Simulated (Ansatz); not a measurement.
TiTe$_{2}$:
```yaml
crystal:
  lattice:
    - [3.75227, 0.00000, 0.00000]
    - [-1.87613, 3.24956, 0.00000]
    - [0.00000, 0.00000, 33.00000]
  atoms:
    - { symbol: Ti, position: [0.00000, 0.00000, 0.50000] }
    - { symbol: Te, position: [0.33333, 0.66667, 0.44717] }
    - { symbol: Te, position: [0.66667, 0.33333, 0.55283] }
```
The layer is periodic in x and y and isolated along z.

Relaxed with PBE.

All from PBE (plane waves, PAW; program Ansatz), unless another level is named. Give the electronic character.

metallic.

Next, the work function?

4.79 eV.

What about the gap with spin–orbit coupling?

none.

Space group P-3m1 (1T). The layer was cut from a bulk entry of the Materials Project (measured or hypothetical); whether that bulk phase is the ambient one, and whether the layer has been isolated, was not checked. The cell was relaxed with PBE under the symmetry of its start; whether a distortion lowers the energy is not shown. No spin polarisation was allowed. Scalar-relativistic: spin–orbit coupling is off unless named, which matters more the heavier the elements.

Potentials: the later of the program's two PAW sets.
